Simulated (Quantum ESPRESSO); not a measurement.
## Al3PSe3 (finding a planted mistake in a log)

Simulated, not a measurement. The program is pw.x of Quantum ESPRESSO 7.5 (plane-wave density functional theory). The cell is made up: 7 atoms on a zincblende/diamond lattice with one site empty, with randomly drawn elements, strain and displacements, not relaxed. PseudoDojo standard norm-conserving files (v0.5 for PBE, v0.4.1 for LDA and PBEsol) set the functional; there is no spin polarisation, spin-orbit coupling or dispersion term, and the masses in the input are unused placeholders.

Intended input:

```
&control calculation='scf', pseudo_dir='./dojo.nc.sr.pbe.v0_5.standard.upf', outdir='./o', disk_io='medium', tprnfor=.true., tstress=.true. /
&system ibrav=0, nat=7, ntyp=3, nbnd=37, ecutwfc=85.99341389, nosym=.true., tot_charge=0,
 occupations='smearing', smearing='fd', degauss=0.0018374661
/
&electrons conv_thr=7.350e-09, electron_maxstep=60, /
ATOMIC_SPECIES
Al 1.0 Al.upf
P 1.0 P.upf
Se 1.0 Se.upf
CELL_PARAMETERS angstrom
5.7535 -0.0718 0.0365
-0.0718 5.6774 -0.0155
0.0365 -0.0155 5.6897
ATOMIC_POSITIONS angstrom
Al 0.0075 0.0784 0.0121
Al -0.0333 2.8152 2.7898
Al 2.7744 2.7285 -0.0227
P 1.4195 1.3533 1.3871
Se 1.3438 4.2133 4.2071
Se 4.3373 1.2959 4.2262
Se 4.3155 4.2208 1.4849
K_POINTS automatic
4 4 4 1 1 1
```

The log is shortened where brackets say so; the opening notice, blank lines, dates and the lines on written files are dropped, and the path of the files is cut. It prints rydbergs, bohrs and kilobars, and counts compression as positive stress. Where no state is partly filled, the Fermi energy that it prints is only some level between the filled and the empty states on the mesh, and need not lie in the true gap.

Log of the intended run:

```
     Program PWSCF v.7.5
     Parallel version (MPI & OpenMP), running on       1 processor cores
     Number of MPI processes:                 1
     Threads/MPI process:                     1
     [start-up lines left out]
     bravais-lattice index     =            0
     lattice parameter (alat)  =      10.8736  a.u.
     unit-cell volume          =    1253.9445 (a.u.)^3
     number of atoms/cell      =            7
     number of atomic types    =            3
     number of electrons       =        62.00
     number of Kohn-Sham states=           37
     kinetic-energy cutoff     =      85.9934  Ry
     charge density cutoff     =     343.9737  Ry
     scf convergence threshold =      7.3E-09
     mixing beta               =       0.7000
     number of iterations used =            8  plain     mixing
     Exchange-correlation= PBE
                           (   1   4   3   4   0   0   0)
     [axes and pseudopotential details left out]
   Cartesian axes
     site n.     atom                  positions (alat units)
         1        Al     tau(   1) = (   0.0013034   0.0136252   0.0021029  )
         2        Al     tau(   2) = (  -0.0057872   0.4892542   0.4848400  )
         3        Al     tau(   3) = (   0.4821636   0.4741866  -0.0039450  )
         4        P      tau(   4) = (   0.2466952   0.2351903   0.2410644  )
         5        Se     tau(   5) = (   0.2335393   0.7322303   0.7311528  )
         6        Se     tau(   6) = (   0.7537803   0.2252147   0.7344722  )
         7        Se     tau(   7) = (   0.7499917   0.7335338   0.2580611  )
     number of k points=    32  Fermi-Dirac smearing, width (Ry)=  0.0018
                       cart. coord. in units 2pi/alat
        k(    1) = (   0.1258183   0.1286230   0.1259573), wk =   0.0625000
        k(    2) = (   0.1242227   0.1292931   0.3787974), wk =   0.0625000
     [further k points left out]
     Dense  grid:   135087 G-vectors     FFT dimensions: (  72,  64,  64)
     Estimated max dynamical RAM per process >     169.58 MB
     Initial potential from superposition of free atoms
     starting charge      61.9923, renormalised to      62.0000
     Starting wfcs are   43 randomized atomic wfcs
     total cpu time spent up to now is       16.7 secs
     per-process dynamical memory:    97.2 Mb
     Self-consistent Calculation
     iteration #  1     ecut=    85.99 Ry     beta= 0.70
     Davidson diagonalization with overlap
     ethr =  1.00E-02,  avg # of iterations =  3.2
     Threshold (ethr) on eigenvalues was too large:
     Diagonalizing with lowered threshold
     Davidson diagonalization with overlap
     ethr =  5.34E-04,  avg # of iterations =  3.1
     total cpu time spent up to now is      108.3 secs
     total energy              =    -755.40497087 Ry
     estimated scf accuracy    <       0.32782946 Ry
     iteration #  2     ecut=    85.99 Ry     beta= 0.70
     Davidson diagonalization with overlap
     ethr =  5.29E-04,  avg # of iterations =  4.5
     total cpu time spent up to now is      162.7 secs
     total energy              =    -755.46263448 Ry
     estimated scf accuracy    <       0.17396057 Ry
     [iterations 3 to 8 left out]
     iteration #  9     ecut=    85.99 Ry     beta= 0.70
     Davidson diagonalization with overlap
     ethr =  2.53E-10,  avg # of iterations =  2.0
     total cpu time spent up to now is      495.8 secs
     total energy              =    -755.50736623 Ry
     estimated scf accuracy    <          8.9E-09 Ry
     iteration # 10     ecut=    85.99 Ry     beta= 0.70
     Davidson diagonalization with overlap
     ethr =  1.43E-11,  avg # of iterations =  4.0
     total cpu time spent up to now is      542.5 secs
     End of self-consistent calculation
     [lines on levels left out]
     the Fermi energy is     5.5806 ev
!    total energy              =    -755.50736624 Ry
     estimated scf accuracy    <          2.7E-09 Ry
     smearing contrib. (-TS)   =      -0.00000000 Ry
     internal energy E=F+TS    =    -755.50736624 Ry
     The total energy is F=E-TS. E is the sum of the following terms:
     one-electron contribution =    -526.12513722 Ry
     hartree contribution      =     272.24613507 Ry
     xc contribution           =    -155.61776953 Ry
     ewald contribution        =    -346.01059455 Ry
     convergence has been achieved in  10 iterations
     Forces acting on atoms (cartesian axes, Ry/au):
     atom    1 type  1   force =     0.02103420    0.00181317    0.01053729
     atom    2 type  1   force =     0.03263179   -0.02883378   -0.03235108
     atom    3 type  1   force =    -0.01149124   -0.00513344    0.02045441
     atom    4 type  2   force =     0.00188718    0.01299021    0.01533758
     atom    5 type  3   force =     0.01871792    0.01709228    0.00407179
     atom    6 type  3   force =    -0.02867691   -0.00023474   -0.00203356
     atom    7 type  3   force =    -0.03410294    0.00230630   -0.01601643
     Total force =     0.085991     Total SCF correction =     0.000170
     Computing stress (Cartesian axis) and pressure
          total   stress  (Ry/bohr**3)                   (kbar)     P=      -33.93
  -0.00022535   0.00004783   0.00004714          -33.15        7.04        6.93
   0.00004783  -0.00022632  -0.00007073            7.04      -33.29      -10.41
   0.00004714  -0.00007073  -0.00024032            6.93      -10.41      -35.35
     init_run     :     15.24s CPU     16.55s WALL (       1 calls)
     electrons    :    499.92s CPU    525.82s WALL (       1 calls)
     forces       :      6.77s CPU      6.91s WALL (       1 calls)
     stress       :     25.40s CPU     26.61s WALL (       1 calls)
     [timing details left out]
     PWSCF        :   9m 7.68s CPU   9m36.58s WALL
     JOB DONE.
```

A second run was made from an input with one planted mistake. Its log:

```
     Program PWSCF v.7.5
     Parallel version (MPI & OpenMP), running on       4 processor cores
     Number of MPI processes:                 4
     Threads/MPI process:                     1
     [start-up lines left out]
     bravais-lattice index     =            0
     lattice parameter (alat)  =      10.8736  a.u.
     unit-cell volume          =    1253.9445 (a.u.)^3
     number of atoms/cell      =            7
     number of atomic types    =            3
     number of electrons       =        62.00
     number of Kohn-Sham states=           37
     kinetic-energy cutoff     =      85.9934  Ry
     charge density cutoff     =     343.9737  Ry
     scf convergence threshold =      7.3E-09
     mixing beta               =       0.7000
     number of iterations used =            8  plain     mixing
     Exchange-correlation= PBE
                           (   1   4   3   4   0   0   0)
     [axes and pseudopotential details left out]
   Cartesian axes
     site n.     atom                  positions (alat units)
         1        Al     tau(   1) = (   0.0013034   0.0136252   0.0021029  )
         2        Al     tau(   2) = (  -0.0057872   0.4892542   0.4848400  )
         3        Al     tau(   3) = (   0.4821636   0.4741866  -0.0039450  )
         4        Se     tau(   4) = (   0.2466952   0.2351903   0.2410644  )
         5        Se     tau(   5) = (   0.2335393   0.7322303   0.7311528  )
         6        Se     tau(   6) = (   0.7537803   0.2252147   0.7344722  )
         7        P      tau(   7) = (   0.7499917   0.7335338   0.2580611  )
     number of k points=    32  Fermi-Dirac smearing, width (Ry)=  0.0018
                       cart. coord. in units 2pi/alat
        k(    1) = (   0.1258183   0.1286230   0.1259573), wk =   0.0625000
        k(    2) = (   0.1242227   0.1292931   0.3787974), wk =   0.0625000
     [further k points left out]
     Dense  grid:   135087 G-vectors     FFT dimensions: (  72,  64,  64)
     Estimated max dynamical RAM per process >     245.85 MB
     Estimated total dynamical RAM >     884.46 MB
     Initial potential from superposition of free atoms
     starting charge      61.9923, renormalised to      62.0000
     Starting wfcs are   43 randomized atomic wfcs
     total cpu time spent up to now is        6.3 secs
     per-process dynamical memory:   184.4 Mb
     Self-consistent Calculation
     iteration #  1     ecut=    85.99 Ry     beta= 0.70
     Davidson diagonalization with overlap
     ethr =  1.00E-02,  avg # of iterations =  3.3
     Threshold (ethr) on eigenvalues was too large:
     Diagonalizing with lowered threshold
     Davidson diagonalization with overlap
     ethr =  5.61E-04,  avg # of iterations =  2.9
     total cpu time spent up to now is       25.7 secs
     total energy              =    -755.36360089 Ry
     estimated scf accuracy    <       0.34269772 Ry
     iteration #  2     ecut=    85.99 Ry     beta= 0.70
     Davidson diagonalization with overlap
     ethr =  5.53E-04,  avg # of iterations =  5.3
     total cpu time spent up to now is       36.7 secs
     total energy              =    -755.38201342 Ry
     estimated scf accuracy    <       0.34860785 Ry
     [iterations 3 to 8 left out]
     iteration #  9     ecut=    85.99 Ry     beta= 0.70
     Davidson diagonalization with overlap
     ethr =  4.71E-10,  avg # of iterations =  2.7
     total cpu time spent up to now is      113.5 secs
     total energy              =    -755.47780347 Ry
     estimated scf accuracy    <       0.00000002 Ry
     iteration # 10     ecut=    85.99 Ry     beta= 0.70
     Davidson diagonalization with overlap
     ethr =  2.44E-11,  avg # of iterations =  4.0
     total cpu time spent up to now is      124.3 secs
     End of self-consistent calculation
     [lines on levels left out]
     the Fermi energy is     5.7224 ev
!    total energy              =    -755.47780348 Ry
     estimated scf accuracy    <          4.8E-09 Ry
     smearing contrib. (-TS)   =      -0.00000000 Ry
     internal energy E=F+TS    =    -755.47780347 Ry
     The total energy is F=E-TS. E is the sum of the following terms:
     one-electron contribution =    -528.08293330 Ry
     hartree contribution      =     273.07483953 Ry
     xc contribution           =    -155.61656785 Ry
     ewald contribution        =    -344.85314185 Ry
     convergence has been achieved in  10 iterations
     Forces acting on atoms (cartesian axes, Ry/au):
     atom    1 type  1   force =    -0.05049628   -0.06437623    0.00750875
     atom    2 type  1   force =    -0.03532423    0.03877083   -0.03053415
     atom    3 type  1   force =     0.05276693    0.06266413    0.01557352
     atom    4 type  3   force =     0.02541452   -0.00828814    0.02649345
     atom    5 type  3   force =     0.03361098    0.00065414    0.00367159
     atom    6 type  3   force =    -0.01295335   -0.01505722   -0.00292749
     atom    7 type  2   force =    -0.01301857   -0.01436751   -0.01978567
     Total force =     0.145321     Total SCF correction =     0.000217
     Computing stress (Cartesian axis) and pressure
          total   stress  (Ry/bohr**3)                   (kbar)     P=      -30.48
  -0.00019368   0.00005817  -0.00007969          -28.49        8.56      -11.72
   0.00005817  -0.00022235   0.00007170            8.56      -32.71       10.55
  -0.00007969   0.00007170  -0.00020561          -11.72       10.55      -30.25
     init_run     :      5.67s CPU      6.06s WALL (       1 calls)
     electrons    :    116.20s CPU    118.15s WALL (       1 calls)
     forces       :      1.96s CPU      2.05s WALL (       1 calls)
     stress       :      6.15s CPU      6.43s WALL (       1 calls)
     [timing details left out]
     PWSCF        :   2m10.26s CPU   2m13.11s WALL
     JOB DONE.
```

Question: what was wrong in the second input?

Answer: two atoms have their elements exchanged. The input lines that differ, file-writing options aside:

```
- P 1.4195 1.3533 1.3871
+ Se 1.4195 1.3533 1.3871
- Se 4.3155 4.2208 1.4849
+ P 4.3155 4.2208 1.4849
```

```
                                            intended run  run with the mistake
                          free energy (eV)    -10279.201            -10278.799
                    smearing term -TS (eV)        0.0000                0.0000
                            pressure (GPa)         -3.39                 -3.05
            largest force component (eV/Å)         0.877                 1.655
largest change of a force component (eV/Å)                               1.839
                                iterations            10                    10
```

For scale, a rerun of the intended cell at 1467 eV and a 6 x 6 x 6 mesh moved values by no more than 0.003 eV in energy, 0.02 GPa in stress and 0.002 eV/Å in force.